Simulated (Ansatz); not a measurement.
KCl (rock salt)

```
CELL_PARAMETERS angstrom
      0.00000     3.14616     3.14616
      3.14616     0.00000     3.14616
      3.14616     3.14616     0.00000
ATOMIC_POSITIONS crystal
  Cl 0.00000 0.00000 0.00000
  K  0.50000 0.50000 0.50000
```

In this cell atom 1 (Cl, nearest neighbour K at 3.146 Å; its periodic images, 4.4 Å or more away, move with it) is moved by u·(1.000, 0.000, 0.000) + v·(0.000, 1.000, 0.000); the rest is frozen.

Computed with r2SCAN (plane waves to 500 eV, PAW, scalar-relativistic; Ansatz, an electronic-structure program). k mesh 7×7×7 (Γ-centred), Fermi-Dirac smearing 0.05 eV. Energies are smeared free energies. KCl was relaxed with its symmetry unable to fall. ΔE is measured from the undisplaced structure. Axes are in Å.

### Question
Estimate the ΔE (eV/cell) for all points of the grid u = -0.470, -0.235, 0.000, 0.235, 0.470 by v = -0.470, -0.235, 0.000, 0.235, 0.470.

### Answer
ΔE (eV/cell), with u across and v down:

```csv
v \ u,-0.470,-0.235,0.000,0.235,0.470
-0.470,0.366,0.246,0.220,0.246,0.366
-0.235,0.246,0.083,0.043,0.083,0.246
0.000,0.220,0.043,0.000,0.043,0.220
0.235,0.246,0.083,0.043,0.083,0.246
0.470,0.366,0.246,0.220,0.246,0.366
```

(A displaced cell: forces are minus the slopes of the energy, force constants its curvatures, and phonons follow from these.)
